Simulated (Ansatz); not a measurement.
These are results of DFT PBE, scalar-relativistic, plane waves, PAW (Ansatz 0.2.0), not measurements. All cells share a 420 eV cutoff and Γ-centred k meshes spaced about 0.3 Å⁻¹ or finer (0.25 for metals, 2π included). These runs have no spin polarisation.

These are static total energies at zero pressure.

Compare these two cells of B4N3, each relaxed at this level.

1.

```
CELL_PARAMETERS angstrom
4.85504 0.00000 0.00000
-2.42752 4.20459 0.00000
0.00000 0.00000 3.25530
ATOMIC_POSITIONS crystal
B 0.50931 0.01863 0.00000
B 0.98137 0.49069 0.00000
B 0.50931 0.49069 0.00000
B 0.00000 0.00000 0.00000
N 0.16621 0.83379 0.00000
N 0.66758 0.83379 0.00000
N 0.16621 0.33242 0.00000
```

2.

```
CELL_PARAMETERS angstrom
3.60569 0.00000 0.00000
0.00000 3.60569 0.00000
0.00000 0.00000 3.60569
ATOMIC_POSITIONS crystal
B 0.73867 0.26133 0.73867
B 0.26133 0.73867 0.73867
B 0.73867 0.73867 0.26133
B 0.26133 0.26133 0.26133
N 0.50000 0.50000 0.00000
N 0.50000 0.00000 0.50000
N 0.00000 0.50000 0.50000
```

Question: Which is lower in energy, and by how much?

Answer: Cell 1 is lower, by 22 meV/atom. Cell 1 has space group P-6m2 (No. 187), 9.5 Å³/atom and no gap on its mesh; cell 2 has space group P-43m (No. 215), 6.7 Å³/atom and no gap. Counting N atoms around B (those within 1.25 times the shortest such distance or 1.15 times the sum of covalent radii, 1.27 where that leaves under three; a slash parts the counts of unlike sites), cell 1 has B 2/3 and cell 2 has B 3. In cell 1, around B on a site of symmetry mm2 lie 2 N at 1.44 Å; B on a site of symmetry -6m2 is surrounded by 3 N at 1.40 Å; N has 3 B at 1.40–1.44 Å. In cell 2, B is surrounded by 3 N at 1.54 Å; N has 4 B at 1.54 Å. Both come from trial cells of a structure search, whose lowest cell (C2, 8.5 Å³/atom) lies 34 meV/atom below the lower of the two.

For metals, differences of a few meV/atom aren't resolved. No dispersion correction is applied, so the spacing and binding between layers, chains or molecules are poorly described (P-6m2), and this can change margins and order among such cells. In P-6m2, P-43m an odd number of electrons in the primitive cell allows no gap without spin; a larger cell or a magnetic state could open one. Trial moments fell under 0.15 μB along the way in P-6m2 and P-43m; another start might hold them. With atoms moved at random, cell 1 (by 34 meV/atom) fell into a lower structure and cell 2 came back. Some structure types and database cells were kept out of the candidates from the start, so a known form may be missing.
